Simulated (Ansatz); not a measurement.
Stability checks on a candidate for AlCu5

The cell was found from a structure generator's guess, not taken from experiment.

Method: Ansatz 0.2.0, DFT PBE, scalar-relativistic, plane waves, PAW. Cutoff 420 eV, Γ-centred 14×12×6 mesh (6-atom cell), Gaussian smearing of 0.10 eV, no spin polarisation.

Space group Pmmm (No. 47). a = 2.655 Å, b = 3.576 Å, c = 7.835 Å, α = 90.00°, β = 90.00°, γ = 90.00°
| atom | site | symmetry | x | y | z |
| --- | --- | --- | --- | --- | --- |
| Al | 1h | mmm | 0.5000 | 0.5000 | 0.5000 |
| Cu | 2t | mm2 | 0.5000 | 0.5000 | 0.8363 |
| Cu | 2q | mm2 | 0.0000 | 0.0000 | 0.6704 |
| Cu | 1a | mmm | 0.0000 | 0.0000 | 0.0000 |

The zero of energy is the elements' standard structures at the same level; no fitted shifts are applied.

Problem. These tests were run: energy against the elements; phonons at Γ. What do they show?

Solution.

```tsv
test	result
energy against the elements	−0.09 eV/atom
phonons at Γ	lowest optical mode 85 cm⁻¹
```

It fails none of these tests. Other phases of the system weren't compared here, so this isn't yet thermodynamic stability. Phonons away from Γ weren't computed.

The run for the phonons used a 16×12×6 k mesh and Fermi–Dirac smearing of 0.15 eV.
